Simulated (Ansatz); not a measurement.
# SnS2 (CdI2 type): energy over volume and axial ratio

SnS$_{2}$ (CdI2 type)

Space group P-3m1 (No. 164); a = b = 3.6695 Å, c = 5.8076 Å, α = β = 90.00°, γ = 120.00°

```json
[
 {"atom": "Sn", "site": "1a", "symmetry": "-3m.", "x": "0.0000", "y": "0.0000", "z": "0.0000"},
 {"atom": "S", "site": "2d", "symmetry": "3m.", "x": "0.3333", "y": "0.6667", "z": "0.2545"}
]
```

The relaxed cell is deformed in two ways at once: its volume V is scaled, and at that volume it is stretched along z (the c axis of the conventional cell) so that c/a changes. Fractional atomic positions are held.

These are PBE-D3(BJ) (plane waves to 420 eV, PAW, scalar-relativistic; Ansatz, a first-principles code) values and carry that method's errors. k mesh 10×10×6 (Γ-centred), Fermi-Dirac smearing 0.05 eV. E stands for the smeared free energy. Compression counts positive. As the atoms are clamped, bonds stretch with the cell, which overstates energies and stresses. SnS2 was relaxed with its symmetry unable to fall. The PAW data are Ansatz's earlier set. The zero of ΔE is the relaxed starting cell.

ΔE (meV/atom), with V/V₀ across and (c/a)/(c/a)₀ down:

```
(c/a)/(c/a)₀ \ V/V₀  0.920  0.960  1.000  1.040  1.080
-------------------  -----  -----  -----  -----  -----
0.960                 44.8   13.9    5.4   14.8   38.2
0.980                 42.1   10.5    1.4   10.2   33.2
1.000                 42.0    9.7    0.0    8.3   30.9
1.020                 44.6   11.6    1.4    9.3   31.5
1.040                 49.9   16.4    5.6   13.1   34.9
```

σzz (GPa), with V/V₀ across and (c/a)/(c/a)₀ down:

```
(c/a)/(c/a)₀ \ V/V₀  0.920  0.960  1.000  1.040  1.080
-------------------  -----  -----  -----  -----  -----
0.960                 9.24   5.01   1.64  -1.06  -3.22
0.980                 8.47   4.23   0.85  -1.84  -3.99
1.000                 7.61   3.37   0.00  -2.69  -4.82
1.020                 6.65   2.43  -0.93  -3.59  -5.70
1.040                 5.62   1.41  -1.92  -4.55  -6.63
```

Key numbers:

* **Modulus against c/a change at fixed volume, (3/4V)·∂²E/∂(ln c/a)² (fit, atoms clamped)**: 37 GPa, an upper bound as the atoms could relax
* **Lowest place on the grid**: V/V₀ = 1.000, (c/a)/(c/a)₀ = 1.000 (0.0 meV/atom)
* **Highest place on the grid**: V/V₀ = 0.920, (c/a)/(c/a)₀ = 1.040 (49.9 meV/atom)

(Under strain, the slope of the energy per volume gives the stress and its curvature an elastic modulus.)
